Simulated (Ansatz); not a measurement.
# Levels of theory for La₃BN₄ (ordering on wurtzite)

All numbers come from Ansatz 0.2.0. Non-magnetic throughout. Whether this structure exists isn't addressed.

La₃BN₄ as one 8-atom ordering (P3m1) on the wurtzite lattice (it has left that coordination), relaxed with r2SCAN. Around B lie 4 N at 1.36–2.33 Å; around La lie 4 N at 2.39–2.42 Å; around La lie 5 N at 2.36–2.50 Å; around La lie 4 N at 2.37–2.44 Å; around N lie 1 B at 1.36 Å and 3 La at 2.36 Å; around N lie 4 La at 2.39–2.44 Å; around N lie 4 La at 2.42–2.46 Å; around N lie 3 B at 2.33 Å and 2 La at 2.37–2.50 Å.

Space group P3m1 (No. 156). a = 3.937 Å, b = 3.937 Å, c = 11.426 Å, α = 90.00°, β = 90.00°, γ = 120.00°
```
atom  site  symmetry       x       y       z
   B    1b       3m.  0.3333  0.6667  0.0281
  La    1b       3m.  0.3333  0.6667  0.4911
  La    1c       3m.  0.6667  0.3333  0.2030
  La    1c       3m.  0.6667  0.3333  0.7772
   N    1b       3m.  0.3333  0.6667  0.1472
   N    1b       3m.  0.3333  0.6667  0.7002
   N    1c       3m.  0.6667  0.3333  0.4187
   N    1c       3m.  0.6667  0.3333  0.9845
```

Relaxed lattice by functional, symmetry kept:
```json
{"functional": "PBE", "k mesh": "12×12×2", "a (Å)": "3.961", "c (Å)": "11.386", "volume (Å³/atom)": "19.34"}
{"functional": "r2SCAN", "k mesh": "6×6×2", "a (Å)": "3.937", "c (Å)": "11.426", "volume (Å³/atom)": "19.18"}
```

Gaps on the r2SCAN cell, each the least over its mesh and the special points:

| level | k mesh | gap (eV) | kind | edges | least direct gap (eV) |
| --- | --- | --- | --- | --- | --- |
| PBE | 12×12×2 | none (overlap 0.37) | – | – | – |
| PBE+SOC | 12×12×2 | none (overlap 0.37) | – | – | – |
| r2SCAN | 12×12×2 | none (overlap 0.36) | – | – | – |

All runs use a smearing of 0.02 eV.
Wave cutoffs: 420 eV, 500 eV (r2SCAN).

With r2SCAN the bands overlap by 0.36 eV (counted from 1, band 28 peaks at M and band 29 bottoms out at A): no gap. With PBE+SOC the bands overlap by 0.37 eV (counted from 1, band 56 peaks at M and band 57 bottoms out at A): no gap.

No level opens a gap, but no hybrid is among them, and semilocal functionals can close a real gap.

Only the levels marked +SOC include spin-orbit coupling.

Where bands overlap the cell is a metal at that level, and these k meshes limit energies, forces and stress. Overlaps of a few tenths of an eV in semilocal functionals can be an artefact that a hybrid or GW lifts.
